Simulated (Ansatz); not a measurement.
Consider the following.

Ta2AlB2:
```
Ta2AlB2
1.0
    3.08833     0.00000     0.00000
   -1.54417     2.67458     0.00000
    0.00000     0.00000     7.54879
Ta Al B
2 1 2
Direct
  0.33333   0.66667   0.70768
  0.33333   0.66667   0.29232
  0.00000   0.00000   0.00000
  0.00000   0.00000   0.50000
  0.66667   0.33333   0.50000
```

This is the r²SCAN-relaxed structure.

Question: All from DFT-r²SCAN in the program Ansatz with PAW potentials, unless another level is named. Give the electronic character.

Answer: metallic (no gap).

Question: Next, the density of states at the Fermi level?

Answer: 0.29 states/eV per atom (mean over ±0.08 eV).

Question: And the formation energy from the elements (no fitted shifts)?

Answer: -0.63 eV/atom.

Question: Give the gap with spin–orbit coupling.

Answer: none (metallic).

Space group P-6m2. The start of the workflow was typed in or built on a structure type; neither database checked (COD, Materials Project) lists it. Its standing as an ambient phase is unchecked. The cell was relaxed with r²SCAN under the symmetry of its start; whether a distortion lowers the energy is not shown. The run is not spin-polarised. The references are the lowest solids computed at this level, not always the standard phases. Spin–orbit coupling is left out wherever it is not named.

Potentials: the earlier of the program's two PAW sets. The files were generated under PBE; for other functionals the program regenerates the frozen cores, and for LDA and PBEsol the local potential too.
